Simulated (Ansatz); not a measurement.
A distorted cell of La$_{2}$O$_{3}$ (A-La2O3 type, space group P-3m1):

```
La2O3
1.0
    3.94027     0.00000     0.00000
   -1.97014     3.41238     0.00000
    0.00000     0.00000     6.18799
La O
2 3
Direct
  0.33333   0.66667   0.30556
  0.66667   0.33333   0.75261
  0.00000   0.00000   0.00000
  0.33333   0.66667   0.64528
  0.66667   0.33333   0.35472
```

All values below come from PBE (plane waves to 420 eV, PAW, scalar-relativistic; Ansatz, a first-principles code). k mesh 8×8×5 (Γ-centred), Fermi-Dirac smearing 0.05 eV. The energy includes the smearing's −TS. Compression counts positive. La2O3 is run without spin polarisation. La2O3 was relaxed with its symmetry unable to fall.

### Question
Predict the force on every atom, in eV/Å.

### Answer
```json
[
 {"atom": "La1", "Fx": "0.000", "Fy": "0.000", "Fz": "-6.008"},
 {"atom": "La2", "Fx": "0.000", "Fy": "0.000", "Fz": "3.345"},
 {"atom": "O3", "Fx": "0.000", "Fy": "0.000", "Fz": "-0.652"},
 {"atom": "O4", "Fx": "0.000", "Fy": "0.000", "Fz": "1.864"},
 {"atom": "O5", "Fx": "0.000", "Fy": "0.000", "Fz": "1.451"}
]
```

### Question
Give the stress tensor in GPa and the pressure.

### Answer
```
    7.2      0.0      0.0
    0.0      7.2      0.0
    0.0      0.0     12.7
```
The pressure, a third of the trace, is 9.1 GPa.

### Question
In it atom 1 sits (0.000, 0.000, 0.360) Å away from its relaxed site. What is its energy relative to the relaxed cell?

### Answer
952 meV/cell.

(For displaced atoms, the force is minus the slope of the energy, and its curvature is a force constant, which sets phonon frequencies.)
